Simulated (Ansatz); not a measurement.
The relaxed structure here is a generated cell of Rh: the first start was made by placing the elements on the sites of a structure type, and the end was not matched to a known phase here, so it may be hypothetical. Known forms of Rh include space group No. 225.

A relaxed cell of Rh (P6/mmm (No. 191)), relaxed on a k-mesh at least as fine as the one used below. Level of theory: PBEsol (plane waves to 420 eV, PAW, scalar-relativistic; Ansatz, an electronic-structure program). Γ-centred k-mesh 9×5×12 on the run's cell (coarser than for final values), Fermi–Dirac smearing 0.05 eV.

```
CELL_PARAMETERS angstrom
      4.28206     0.00000     0.00000
     -4.28206     7.41675     0.00000
      0.00000     0.00000     2.62000
ATOMIC_POSITIONS crystal
  Rh 0.00000 0.00000 0.00000
  Rh 0.00000 0.50000 0.00000
  Rh 0.33333 0.33333 0.50000
  Rh 0.33333 0.83333 0.50000
  Rh 0.66667 0.16667 0.50000
  Rh 0.66667 0.66667 0.50000
```

Every atom was then displaced, and the forces became (eV/Å):

```json
[
 {"atom": "Rh1", "Fx": "0.51", "Fy": "0.26", "Fz": "1.10"},
 {"atom": "Rh2", "Fx": "-0.48", "Fy": "-0.03", "Fz": "0.37"},
 {"atom": "Rh3", "Fx": "-0.67", "Fy": "-0.37", "Fz": "-0.12"},
 {"atom": "Rh4", "Fx": "-1.25", "Fy": "0.20", "Fz": "-0.42"},
 {"atom": "Rh5", "Fx": "0.78", "Fy": "-0.29", "Fz": "-0.58"},
 {"atom": "Rh6", "Fx": "1.11", "Fy": "0.24", "Fz": "-0.35"}
]
```

**Question.** Which atom was moved farthest relative to the others, and in which direction?

**Answer.** Rh1, by (-0.07, -0.04, -0.20) Å (0.22 Å, mean shift removed); the next is Rh5 with 0.14 Å. Its force makes an angle of 175° with its move.

All displacements (Å):

```
atom      ux      uy      uz
----  ------  ------  ------
Rh1   -0.077  -0.019  -0.178
Rh2    0.081   0.039   0.017
Rh3    0.016   0.043   0.051
Rh4    0.051   0.020   0.044
Rh5   -0.072   0.055   0.138
Rh6   -0.020   0.004   0.069
```

**Question.** Estimate the energy cost of the displacement in the harmonic approximation and compare with the calculation.

**Answer.** For a harmonic well ΔE = −½ Σ F·u = 0.292 eV a cell, or 49 meV/atom. The calculated energy relative to the undisplaced cell is +0.05 eV/atom, so the harmonic estimate holds well.

No spin polarisation in the result.

The run that gave the undisplaced cell could not lose the symmetry of its start; a randomly shaken copy of 6 atoms returns to this structure.
